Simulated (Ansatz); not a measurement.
PtW:
```
CELL_PARAMETERS angstrom
      2.74305     0.00000     0.00000
      0.00000     2.74305     0.00000
      0.00000     0.00000     4.14292
ATOMIC_POSITIONS crystal
  Pt 0.00000 0.00000 0.00000
  W  0.50000 0.50000 0.50000
```

Relaxed with PBE. Special points in fractions of this cell's reciprocal vectors: Γ (0.000, 0.000, 0.000); X (0.000, 0.500, 0.000); M (0.500, 0.500, 0.000); Z (0.000, 0.000, 0.500); R (0.000, 0.500, 0.500); A (0.500, 0.500, 0.500).

Task: List the band energies nearest the Fermi level at these points for DFT-PBE with spin–orbit coupling in the program Ansatz with PAW potentials.

Result: In eV from the Fermi level; about four levels below and three above (degenerate sets whole), none deeper than 8.9 eV; points with the same levels are listed once.

```tsv
k	below	above
Γ	-1.47 -1.47 -0.94 -0.94	0.65 0.65 2.84 2.84
X	-2.81 -2.81 -2.34 -2.34	0.36 0.36 1.55 1.55
M	-6.56 -6.56 -0.18 -0.18	0.04 0.04 1.64 1.64
Z	-1.53 -1.53 -1.34 -1.34	1.04 1.04 1.39 1.39
R	-1.05 -1.05 -0.45 -0.45	0.28 0.28 1.74 1.74
A	-3.01 -3.01 -0.07 -0.07	0.66 0.66 5.94 5.94
```

Space group P4/mmm (L1₀ or tetragonal B2). The start of the workflow was typed in or built on a structure type; neither database checked (COD, Materials Project) lists it. Its standing as an ambient phase is unchecked. Symmetry was held in the PBE relaxation; its stability against distortions is not shown here. The run is not spin-polarised.

Potentials: the later of the program's two PAW sets.
